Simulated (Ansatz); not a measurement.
LaSF (space group P4/nmm)

```xyz
6
Lattice="4.0547 0.0000 0.0000 0.0000 4.0547 0.0000 0.0000 0.0000 6.9708" Properties=species:S:1:pos:R:3 pbc="T T T"
La     0.0000     2.0274     5.3678
La     2.0274     0.0000     1.6030
S      2.0274     0.0000     4.5425
S      0.0000     2.0274     2.4283
F      2.0274     2.0274     0.0000
F      0.0000     0.0000     0.0000
```

The volume is varied about the relaxed value V₀ at fixed cell shape. The atoms relax within the cell's symmetry.

The numbers are results of r2SCAN (plane waves to 500 eV, PAW, scalar-relativistic; Ansatz, an electronic-structure program), not measurements. k mesh 8×8×5 (Γ-centred), Fermi-Dirac smearing 0.05 eV. The energy includes the smearing's −TS. Compression counts positive. With the shape held, the modulus is that of even scaling; a crystal free to change shape is softer. LaSF is run without spin polarisation. LaSF was relaxed with its symmetry unable to fall. ΔE is measured from the relaxed starting cell.

| V (Å³/atom) | ΔE (meV/atom) |
|---|---|
| 17.191 | 70.9 |
| 17.573 | 43.6 |
| 17.955 | 23.6 |
| 18.337 | withheld |
| 18.719 | 2.4 |
| 19.101 | 0.0 |
| 19.483 | 2.3 |
| 19.865 | 8.8 |
| 20.247 | 19.2 |
| 20.629 | 32.9 |
| 21.011 | 49.8 |

Task: Fit a third-order Birch-Murnaghan form (E₀, V₀, B₀, B₀′ free) to the given rows and predict ΔE at V = 18.337.

Result: Least squares on the 10 given rows: ΔE = E₀ + (9V₀B₀/16)·y²·[2 + (B₀′ − 4)y], y = (V₀/V)^(2/3) − 1, with V₀ = 19.099 Å³/atom, B₀ = 98.82 GPa (160.2 GPa = 1 eV/Å³; the term in eV is multiplied by 1000), B₀′ = 4.34, E₀ = -0.01 meV/atom; root-mean-square residual 0.02 meV/atom. At 18.337 the fit gives 10.1 meV/atom; the calculation gives 10.1 meV/atom, the same to the digits shown. For the pressure the fit gives 4.4 GPa against the computed 4.4 GPa.

(Under strain, the slope of the energy per volume gives the stress and its curvature an elastic modulus.)
